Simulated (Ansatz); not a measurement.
Simulated powder pattern, Co Kα, λ = 1.79026 Å (kinematic, ideal powder, no thermal factors, no anomalous dispersion; the 30 strongest lines at most, above 1 %, up to 2θ = 90°):

```
2θ (°)  I/Imax (%)
------  ----------
38.77          100
42.11           62
44.35           93
58.56           33
70.19           60
78.53           54
83.19          9.2
85.37           45
86.90           16
```

The pattern belongs to a structure relaxed with PBEsol in the plane-wave PAW code Ansatz.

Problem. Pick the material that matches.
A) AlN, wurtzite
B) Ag, fcc (Cu type)
C) Sc, hcp (Mg type)
D) Pb, fcc (Cu type)

Solution. A, AlN, wurtzite

Problem. Give the lattice parameters.

Solution. a = 3.114 Å, c = 4.984 Å.

Space group P6_3mc (wurtzite). Symmetry was held in the PBEsol relaxation.

Potentials: the later of the program's two PAW sets.
